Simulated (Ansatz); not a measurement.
# Structures of ZnPb₂N₂: which is lowest?

Plane-wave DFT in Ansatz with scalar-relativistic PAW potentials, cutoff 420 eV, Γ-centred meshes chosen by cell and gap, Gaussian smearing with energies taken to zero width. Every cell was relaxed (cell and atoms) in a run of its own, within the symmetry of its start. Functional: PBE.

Relaxed structures (starts from databases or built by putting these elements on another compound's sites):
A. I4/mmm, 5 atoms in the computed cell, a = 4.760 Å, c = 14.709 Å; sites (symmetry × multiplicity) Zn 4/mmm × 2, Pb -4m2 × 4, N 4mm × 4; start: built
B. I4/mmm, 5 atoms in the computed cell, a = 4.348 Å, c = 10.227 Å; sites (symmetry × multiplicity) Zn 4/mmm × 2, Pb 4mm × 4, N -4m2 × 4; start: built

Rank them by energy. Could pressure change the order?

| structure | group | E − E(lowest) (meV/atom) | V (Å³/atom) | gap on mesh (eV) |
| --- | --- | --- | --- | --- |
| B | I4/mmm | 0.0 | 19.33 | 0.00 |
| A | I4/mmm | 210 | 33.33 | 0.00 |

B is lowest, 210 meV/atom under A. The lowest is also the densest of these, so pressure wouldn't bring one of the others in at first order. Other structures may lie lower than all of these, and vibrations aren't counted.

Spin-orbit coupling is left out, which matters for the bands of heavy elements. For Tl, Pb and Bi spin-orbit coupling shifts energies too.